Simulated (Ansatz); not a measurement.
# Relaxation path: bcc Ta (110), 5 layers

DFT, r2SCAN, PAW with Ansatz's default frozen-core files, scalar-relativistic (Ansatz 0.2.0); a Γ-centred 12×12×1 k mesh, Fermi–Dirac smearing of 0.05 eV, no spin polarisation. The run relaxes the atoms in the fixed cell.

Command: `ansatz run input.yaml --threads 2 --pin off --max-ram 4096MiB --backend cpu --events-out ev --progress --plain --runs-dir out` It took 82 s on 2 threads of Intel(R) Xeon(R) 6975P-C (Granite Rapids) (shared host), peak memory 1 GiB.

```yaml
crystal:
  lattice:
    - [2.8619809404, 0.0, 0.0]
    - [-0.9539936468, 2.6983015075, 0.0]
    - [0.0, 0.0, 25.3472]
  atoms:
    - { symbol: Ta, position: [0.0, 0.0, 0.3156169005] }
    - { symbol: Ta, position: [0.5, 0.5, 0.40780845] }
    - { symbol: Ta, position: [0.0, 0.0, 0.5] }
    - { symbol: Ta, position: [0.5, 0.5, 0.59219155] }
    - { symbol: Ta, position: [0.0, 0.0, 0.6843830995] }
kpoints:
  mp_grid: { grid: [12, 12, 1] }
scf:
  occupations: { method: fermi_dirac, width: 0.05 }
hamiltonian:
  xc: r2scan
  pseudopotentials: { kind: paw }
output:
  forces: true
  stress: true
  eigenvalues: true
relax:
  f_tol: 0.01
  max_steps: 40
efield:
  axis: 3
  amplitude: 0
  dipole_correction: true
```

Each step lists its free energy a cell above the last geometry, and Cartesian positions (Å) with forces (eV/Å).

The first step:

```
step 1  dF = 62.45 meV
  Ta 0.0000 0.0000 8.0000   0.0000 0.0000 0.5351
  Ta 0.9540 1.3492 10.3368   0.0000 0.0000 -0.4110
  Ta 0.0000 0.0000 12.6736   0.0000 0.0000 0.0000
  Ta 0.9540 1.3492 15.0104   0.0000 0.0000 0.4110
  Ta 0.0000 0.0000 17.3472   0.0000 0.0000 -0.5351
```

Spin–orbit coupling is left out, which matters for the heavy atoms. The PAW files were made under PBE.

Question: Where does the relaxation end, and by which steps?

Answer: After 5 geometries, with a shortest distance of 2.776 Å. The further steps:
```
step 2  dF = 78.33 meV  (not accepted)
  Ta 0.0000 0.0000 8.1931   0.0000 0.0000 -0.7731
  Ta 0.9540 1.3492 10.3181   0.0000 0.0000 0.8108
  Ta 0.0000 0.0000 12.6736   0.0000 0.0000 0.0000
  Ta 0.9540 1.3492 15.0291   0.0000 0.0000 -0.8108
  Ta 0.0000 0.0000 17.1541   0.0000 0.0000 0.7731
step 3  dF = 1.08 meV
  Ta 0.0000 0.0000 8.0950   0.0000 0.0000 0.0437
  Ta 0.9540 1.3492 10.3309   0.0000 0.0000 0.0302
  Ta 0.0000 0.0000 12.6736   0.0000 0.0000 0.0000
  Ta 0.9540 1.3492 15.0163   0.0000 0.0000 -0.0302
  Ta 0.0000 0.0000 17.2522   0.0000 0.0000 -0.0437
step 4  dF = 1.01 meV
  Ta 0.0000 0.0000 8.1256   0.0000 0.0000 -0.0224
  Ta 0.9540 1.3492 10.3549   0.0000 0.0000 -0.0563
  Ta 0.0000 0.0000 12.6736   0.0000 0.0000 0.0000
  Ta 0.9540 1.3492 14.9923   0.0000 0.0000 0.0563
  Ta 0.0000 0.0000 17.2216   0.0000 0.0000 0.0224
step 5  dF = 0.00 meV
  Ta 0.0000 0.0000 8.1118   0.0000 0.0000 -0.0012
  Ta 0.9540 1.3492 10.3424   0.0000 0.0000 0.0007
  Ta 0.0000 0.0000 12.6736   0.0000 0.0000 0.0000
  Ta 0.9540 1.3492 15.0048   0.0000 0.0000 -0.0007
  Ta 0.0000 0.0000 17.2354   0.0000 0.0000 0.0012
step 6  dF = 0.00 meV  (same geometry, solved once more)
  Ta 0.0000 0.0000 8.1118   0.0000 0.0000 -0.0012
  Ta 0.9540 1.3492 10.3424   0.0000 0.0000 0.0008
  Ta 0.0000 0.0000 12.6736   0.0000 0.0000 0.0000
  Ta 0.9540 1.3492 15.0048   0.0000 0.0000 -0.0008
  Ta 0.0000 0.0000 17.2354   0.0000 0.0000 0.0012
```
